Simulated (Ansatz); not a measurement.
## Zr (dhcp): energy against volume

The calculation used DFT, m-r2SCAN, plane waves (500 eV) with PAW, scalar-relativistic (Ansatz). (PAW data from PBE, frozen cores regenerated.)

The cell is scaled uniformly from the relaxed one, with fractional coordinates and shape fixed. Energies are extrapolated to zero smearing, pressures are those at the given smearing. Magnetic state: non-magnetic.

A Birch-Murnaghan fit gives V₀ = 23.60 Å³/atom, B₀ = 91 GPa, B₀′ = 2.9.

Task: What are the energy above the minimum and the pressure at 22.634 Å³/atom?

Result: 11.9 meV/atom and 4.02 GPa as computed.

Task: What are the energy above the minimum and the pressure at 25.463 Å³/atom?

Result: 37.8 meV/atom and -6.20 GPa as computed.

Task: What are the energy above the minimum and the pressure at 26.406 Å³/atom?

Result: 81.7 meV/atom and -8.66 GPa as computed.

m-r²SCAN is r²SCAN on the gauge-invariant kinetic-energy density; without spin polarisation the two are equal.
